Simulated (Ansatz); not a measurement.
Relaxed Li (bcc, W type):

```
CELL_PARAMETERS angstrom
     -3.47628     3.47628     3.47628
      1.73814    -1.73814     1.73814
      1.73814     1.73814    -1.73814
ATOMIC_POSITIONS crystal
  Li 0.00000 0.00000 0.00000
  Li 0.50000 0.00000 0.00000
```

A phonon eigenvector at N = (0.5, 0.0, 0.0) is frozen into this cell: atom i moves by Q times the vector below, so Q is the largest atomic displacement, in Å. The cell is held. (q is in reciprocal vectors of the primitive cell; the cell shown is doubled to hold the pattern.)

```csv
atom,x,y,z
Li1,1.000,0.000,0.000
Li2,-1.000,0.000,0.000
```

These are r2SCAN (plane waves to 500 eV, PAW, scalar-relativistic; Ansatz, a quantum-chemistry and plane-wave program) values and carry that method's errors. k mesh 19×19×19 (Γ-centred), Fermi-Dirac smearing 0.05 eV. E stands for the smeared free energy. With partly filled bands, energies and forces of such displacements shift with the k mesh and the smearing. Li was relaxed with its symmetry unable to fall. The PAW data are Ansatz's earlier set. The zero of ΔE is the undisplaced structure. The last digit holds for this mesh only.

```csv
Q (Å),ΔE (meV/cell)
-0.2800,69.0
-0.2333,48.4
-0.1867,31.1
-0.1400,17.5
-0.0933,withheld
-0.0467,1.9
0.0000,0.0
0.0467,1.9
0.0933,withheld
0.1400,17.5
0.1867,31.1
0.2333,48.4
0.2800,69.0
```

Fit an even polynomial form (powers 2, 4) to the given rows and predict ΔE at Q = -0.0933.

Least squares on the 11 given rows: ΔE = (902.5)·Q² + (-279.3)·Q⁴, in meV/cell with Q in Å; root-mean-square residual 0.07 meV/cell. At -0.0933 the fit gives 7.8 meV/cell; the calculation gives 7.7 meV/cell, so the interpolation is off by 0.1 (+1.3 %). The quadratic term alone would give 7.9 meV/cell.

(For displaced atoms, the force is minus the slope of the energy, and its curvature is a force constant, which sets phonon frequencies.)
